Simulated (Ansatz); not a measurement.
The relaxed structure here is a generated cell of In: the first start was made by placing the elements on the sites of a structure type, and the end was not matched to a known phase here, so it may be hypothetical. Known forms of In include space group No. 139.

A relaxed structure of In. Space group Pm-3m (No. 221), AFLOW prototype A_cP1_221_a (A_h). Method: PBE (plane waves to 420 eV, PAW, scalar-relativistic; Ansatz, an electronic-structure program).

Space group Pm-3m (No. 221); a = 3.0902 Å, b = 3.0902 Å, c = 3.0902 Å, α = 90.00°, β = 90.00°, γ = 90.00°

```csv
atom,site,symmetry,x,y,z
In,1b,m-3m,0.5000,0.5000,0.5000
```

```json
{
  "volume_per_atom": "29.51 Å³",
  "band_gap": "zero (metallic)",
  "shortest_distances": "In–In 3.09 Å",
  "k-mesh": "15×15×15"
}
```

No spin polarisation in the result.

The run could not lose the symmetry of its start, so the end can be a saddle point.
